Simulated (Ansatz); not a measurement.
A geometry of Hf away from equilibrium: step 15 of the relaxation of a randomly generated symmetric cell of Hf (space group No. 164). Computed with PBEsol (plane waves to 420 eV, PAW, scalar-relativistic; Ansatz, a first-principles code). Γ-centred k-mesh 9×9×11 on the run's cell (coarser than for final values), Fermi–Dirac smearing 0.05 eV.

```xyz
2
Lattice="3.3795 0.0000 0.0000 -1.6897 2.9267 0.0000 0.0000 0.0000 4.1767" Properties=species:S:1:pos:R:3:forces:R:3 pbc="T T T" free_energy=-31196.967 pressure_GPa=7.8
Hf     0.0000     1.9512     1.0442    0.0000    0.0000    0.0000
Hf     1.6897     0.9756     3.1325    0.0000    0.0000    0.0000
```

Positions in Å, forces in eV/Å, free energy of the cell in eV (comparable only within this code, potentials and settings). Largest force: all forces are below 0.005 eV/Å; the geometry lies 0.33 eV/atom above the end of its relaxation.

No spin polarisation in the result.

The run could not lose the symmetry of its start.
